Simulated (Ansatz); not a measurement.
Starting cell, MgO (rock salt):

```yaml
crystal:
  lattice:
    - [0.00000, 4.25445, 4.25445]
    - [2.12722, 2.12722, 4.25445]
    - [2.12722, 2.12722, 0.00000]
  atoms:
    - { symbol: O, position: [0.00000, 0.00000, 0.00000] }
    - { symbol: O, position: [0.50000, 0.00000, 0.00000] }
    - { symbol: Mg, position: [0.00000, 0.50000, 0.50000] }
    - { symbol: Mg, position: [0.50000, 0.50000, 0.50000] }
```

A phonon eigenvector at X = (0.5, 0.5, 0.0) is frozen into this cell: atom i moves by Q times the vector below, so Q is the largest atomic displacement, in Å. The cell is held. (q is in reciprocal vectors of the primitive cell; the cell shown is doubled to hold the pattern.)

| atom | x | y | z |
|---|---|---|---|
| O1 | 0.000 | 0.000 | 1.000 |
| O2 | 0.000 | 0.000 | -1.000 |
| Mg3 | 0.000 | 0.000 | 0.089 |
| Mg4 | 0.000 | 0.000 | -0.089 |

All values below come from PBE (plane waves to 420 eV, PAW, scalar-relativistic; Ansatz, a quantum-chemistry and plane-wave program). k mesh 13×13×13 (Γ-centred), Fermi-Dirac smearing 0.05 eV. MgO was relaxed with its symmetry unable to fall. The PAW data are Ansatz's earlier set.

At one point of the scan the forces (eV/Å) are:

| atom | Fx | Fy | Fz |
|---|---|---|---|
| O1 | 0.000 | 0.000 | 0.983 |
| O2 | 0.000 | 0.000 | -0.983 |
| Mg3 | 0.000 | 0.000 | 0.127 |
| Mg4 | 0.000 | 0.000 | -0.127 |

Problem. Which point is it?
A) Q = -0.150 Å
B) Q = -0.090 Å
C) Q = -0.060 Å
D) Q = -0.180 Å

Solution. C, Q = -0.060 Å

(A displaced cell: forces are minus the slopes of the energy, force constants its curvatures, and phonons follow from these.)
